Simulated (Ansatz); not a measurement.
ZrO₂ in space group Pbca (No. 61; Zr on 8c, O on 8c, O on 8c), r²SCAN (plane waves, PAW; program Ansatz). The conduction-band minimum lies at Γ, with 1 equivalent valley. Second derivatives d²E/dk² of the lowest band at one valley (eV·Å²), along Cartesian directions:

```
direction  d²E/dk²
---------  -------
[100]        2.150
[010]        7.011
[001]        13.70
[110]        4.582
[101]        7.924
[011]        10.35
```

Question: Find the principal effective masses, the density-of-states mass and the conductivity mass.

Answer: Off-diagonal terms follow from H_xy = H[110] − (H_xx + H_yy)/2, and m*/mₑ = 7.620 eV·Å² over each eigenvalue: 0.56, 1.1, 3.5. One valley's DOS mass (m₁m₂m₃)^(1/3) = 1.3, conductivity mass 3/(Σ 1/mᵢ) = 1.0 mₑ.

Question: What effective density of states Nc follows at 300 K for parabolic valleys?

Answer: Nc = 2.509e19 × 1 × (1.3)^(3/2) ≈ 3.7e19 cm⁻³.

A made-up cell: these elements were put on the sites of a structure type; the Crystallography Open Database copy checked does not list it. It is not the phase usual at ambient conditions (space group No. 14). Symmetry was held in the r²SCAN relaxation; whether a distortion lowers the energy is not shown. No spin polarisation was allowed. Scalar-relativistic: spin–orbit coupling is off unless named, which matters more the heavier the elements.

Potentials: the later of the program's two PAW sets.

Edges and masses are those of Kohn–Sham bands, whose gap is no quasiparticle gap.
